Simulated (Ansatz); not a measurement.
Data:

SiO$_{2}$:
```yaml
crystal:
  lattice:
    - [2.68653, 0.00000, 0.00000]
    - [-1.34326, 2.32660, 0.00000]
    - [0.00000, 0.00000, 4.59965]
  atoms:
    - { symbol: Si, position: [0.00000, 0.00000, 0.00000] }
    - { symbol: O, position: [0.33333, 0.66667, 0.19906] }
    - { symbol: O, position: [0.66667, 0.33333, 0.80094] }
```

This is the PBE+D3(BJ)-relaxed structure.

All from DFT-PBE+D3(BJ) in the program Ansatz with PAW potentials, unless another level is named. Give the smallest direct gap on the standard path.

6.40 eV.

And the HSE06 gap on the PBE+D3(BJ) cell?

8.12 eV.

Next, the conduction-band minimum?

at Γ.

Predict the valence-band maximum.

on the K–Γ line, 70 % of the way from K.

Space group P-3m1 (CdI2 type). A made-up cell: these elements were put on the sites of a structure type; neither database checked (COD, Materials Project) lists it. It is not the phase usual at ambient conditions (space group No. 92, 152, 154). The PBE+D3(BJ) relaxation kept the symmetry of its start; phonons on a q-mesh show no instability.

Potentials: the later of the program's two PAW sets.
